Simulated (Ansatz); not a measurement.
## Is this Ni result the lowest state?

Ni is taken as an experimental structure (space group Fm-3m, primitive cell doubled), 2 atoms in the cell. Source: COD entry 2102272; the sample's temperature and pressure aren't taken into account, and it need not be the stable phase.

Level of theory: DFT, PBE, PAW, plane waves, scalar-relativistic in Ansatz development build ahead of 0.2.0.

```yaml
crystal:
  lattice:
    - [3.5347, 1.76735, 1.76735]
    - [1.76735, 3.5347, 1.76735]
    - [1.76735, 1.76735, 3.5347]
  atoms:
    - { symbol: Ni, position: [0.0, 0.0, 0.0], spin: 2.0 }
    - { symbol: Ni, position: [0.5, 0.5, 0.5], spin: -2.0 }
magnetization:
  spin_polarized: true
hamiltonian:
  xc: pbe
  pseudopotentials: { kind: paw }
basis:
  ecutwfc: 420
kpoints:
  mp_grid: { grid: [13, 13, 13] }
scf:
  occupations: { method: gaussian, width: 0.1 }
  lower_state_search: "off"
output:
  forces: true
  stress: true
  write_density: true
  write_potential: true
  elf: true
  volumetric_format: npy
```

Command:
```sh
ansatz run input.yaml --threads 2 --pin off --max-ram 5120MiB --backend cpu --events-out ev --progress --plain --runs-dir out
```

It took 10 s on 2 threads of Arm Neoverse V1 (shared host), peak memory 0.43 GiB.

The end of the output:

```
SCF converged after 12 iterations
Magnetization: 0.0000 μB (18.0000 up, 18.0000 down)
Absolute magnetization: 0.6443 μB (∫|ρ↑−ρ↓|, with the PAW one-centre terms)
Spin contamination: 0.2398 ħ² per cell (⟨S²⟩ above its minimum at these occupations)
Per-site moments (μB) at R_I (Å): [(0.3144, 1.0310), (-0.3144, 1.0310)]
Free energy (F): -11679.339614 eV
Harris-Foulkes:  -11679.339614 eV  (|F-HF|=4.76e-9)
Internal energy: -11679.310806 eV  (E = F + TS)
E sigma→0 (E₀):  -11679.325210 eV
Entropy (-TS):   -0.028808 eV (-14.404 meV/atom)
Fermi energy:    17.690392 eV
--- Forces (eV/Å), atoms counted from 1 ---
  atom   1  Ni    -0.00000000     0.00000000     0.00000000
  atom   2  Ni     0.00000000     0.00000000    -0.00000000
--- Stress (GPa, compression-positive) ---
       -3.313230       0.366936       0.366936
        0.366936      -3.313230       0.366936
        0.366936       0.366936      -3.313230
  P = ⅓ Tr σ = -3.3132 GPa (-33.132 kbar)
```

A small moment in a metal is sensitive to the mesh and the smearing.

Site moments are taken inside atomic spheres and don't add up to the total.

Question: Would you trust this as the ground state? If a lower solution is known, describe it.

Answer: No. A state 55.2 meV/atom (0.110 eV per cell) lower exists in this cell: ferromagnetic, site moments Ni1 0.68, Ni2 0.68 μB, total 1.29 μB per cell, no gap on the k-mesh. It was reached from: parallel moments, default search for lower states [Ni1 2.00, Ni2 2.00 μB]; a moment on one site alone, plain SCF [Ni1 2.00 μB]. The wrong state matters: the pressure is -2.7 GPa there against -3.3 GPa here. States within about 5 meV/atom are too close for this mesh, smearing and search to settle their order. This multiple of the primitive cell fits some opposed orders; other multiples fit others. Only collinear orders within this cell were tried; the true ground state may need a larger cell.
